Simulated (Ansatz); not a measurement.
A geometry of P away from equilibrium: step 2 of the relaxation of a relaxed P cell, doubled along one cell vector, shaken by Gaussian noise of σ = 0.08 Å a coordinate. Computed with r2SCAN (plane waves to 500 eV, PAW, scalar-relativistic; Ansatz, a first-principles code). Γ-centred k-mesh 7×4×5 on the run's cell (coarser than for final values), Fermi–Dirac smearing 0.05 eV.

```yaml
crystal:
  lattice:
    - [3.96652, 0.00034, 0.01006]
    - [-3.96592, 6.86008, -0.04084]
    - [0.01247, -0.02204, 4.91457]
  atoms:
    - { symbol: P, position: [0.02037, 0.01529, 0.26311] }
    - { symbol: P, position: [0.00708, 0.51258, 0.25355] }
    - { symbol: P, position: [0.00745, 0.99563, 0.78819] }
    - { symbol: P, position: [0.00786, 0.49619, 0.76624] }
    - { symbol: P, position: [0.34996, 0.33478, 0.26823] }
    - { symbol: P, position: [0.35889, 0.84132, 0.28421] }
    - { symbol: P, position: [0.67512, 0.16511, 0.71938] }
    - { symbol: P, position: [0.66026, 0.67473, 0.71981] }
```

Task: Predict the force on each atom, in eV/Å.

Result: 
```csv
atom,Fx,Fy,Fz
P1,0.29,-0.52,-0.55
P2,0.25,-0.35,-0.37
P3,-0.08,0.40,0.38
P4,-0.31,0.25,0.39
P5,-0.37,0.47,0.31
P6,-0.21,0.08,0.41
P7,0.05,-0.11,-0.23
P8,0.39,-0.22,-0.34
```

Task: What is the pressure?

Result: +0.5 GPa, compression positive.

Task: How much energy per atom can still be gained by relaxing?

Result: 0.57 eV/atom; the path ends in P2/m (No. 10).

No spin polarisation in the result. Without a van der Waals term the distances between weakly bound units are poorly fixed.

The end of the path is a generated cell of P: the first start was made by placing the elements on the sites of a structure type, and the end was not matched to a known phase here, so it may be hypothetical. Known forms of P include space group No. 64.
